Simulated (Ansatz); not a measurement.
Ba3Al2Sn2 in space group Immm (No. 71; Al on 4j, Sn on 4i, Ba on 2b, Ba on 4i) under volume change, plane-wave PAW r²SCAN (Ansatz code), shape and atoms relaxed at each volume.

| V (Å³/atom) | E − E(relaxed) (meV/atom) | P (GPa) |
|---|---|---|
| 32.847 | 35.7 | 3.81 |
| 33.930 | 15.0 | 2.34 |
| 35.012 | 3.6 | 1.08 |
| 36.095 | 0.0 | 0.00 |
| 37.178 | 3.2 | -0.93 |
| 38.261 | 12.1 | -1.70 |
| 39.344 | 25.8 | -2.33 |

Problem. What does a third-order Birch–Murnaghan fit give for V₀, B₀ and B′?

Solution. V₀ = 36.09 Å³/atom, B₀ = 32.9 GPa, B′ = 4.4.

The workflow started from an entry of the Crystallography Open Database (COD). Its standing as an ambient phase is unchecked. Symmetry was held in the r²SCAN relaxation; whether a distortion lowers the energy is not shown. Spin–orbit coupling is left out wherever it is not named.

Potentials: the later of the program's two PAW sets.
